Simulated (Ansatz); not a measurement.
A: CdSe (zinc blende), a = b = c = 6.1333 Å, α = β = γ = 90.00°
B: NiO (rock salt), a = b = c = 4.191 Å, α = β = γ = 90.00°
C: ZnSe (zinc blende), a = b = c = 5.6661 Å, α = β = γ = 90.00°

Scan: energy over volume and axial ratio (atoms clamped). All come from one method, each on a k mesh of its own. All were relaxed with their symmetry unable to fall. NiO is run spin-polarised and with no Hubbard U; the real compound is an antiferromagnetic insulator, a state that this run doesn't describe. Relaxed NiO ends ferromagnetic. The PAW data are Ansatz's earlier set. Other magnetic orders were not checked, so this need not be the ground state. (This holds for the magnetic or f-shell members.)

**Question.** Put the candidates in order of shear modulus C′ = (C11 − C12)/2 (fitted), lowest first, for r2SCAN (plane waves to 500 eV, PAW, scalar-relativistic; Ansatz, a program for electronic structure).

**Answer.** A (9 GPa), C (19 GPa), B (126 GPa)

(A scan under strain: stresses follow from slopes of the energy per volume, elastic moduli from its curvatures.)
